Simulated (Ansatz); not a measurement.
Ir: reading a single point

```
Ir
1.0
     1.92487    3.84974    1.92487
     1.92487    0.00000    1.92487
    -1.92487    0.00000    1.92487
Ir
2
Direct
  0.00000 0.00000 0.00000
  0.50000 0.00000 0.50000
```

The numbers come from plane-wave PAW DFT (Ansatz): PBE, spin-orbit coupling, 420 eV, 9×9×9 Γ-centred k points, fermi-dirac occupations (width 0.1375 eV). Nothing was relaxed.

The state carries no moments; the state need not be the lowest.

Stress: The pressure is 6.9 GPa (compression positive), so with the atoms held at these fractions the cell would first expand.
Electronic structure: It is a metal, with about 1.3 states/eV a cell as the mean within 0.25 eV of the Fermi level, mostly Ir d (96 %).

Origin: a database entry at a rescaled volume. Caveats: the k mesh is coarse if the cell is a metal; the SCF threshold is loose for a stress.
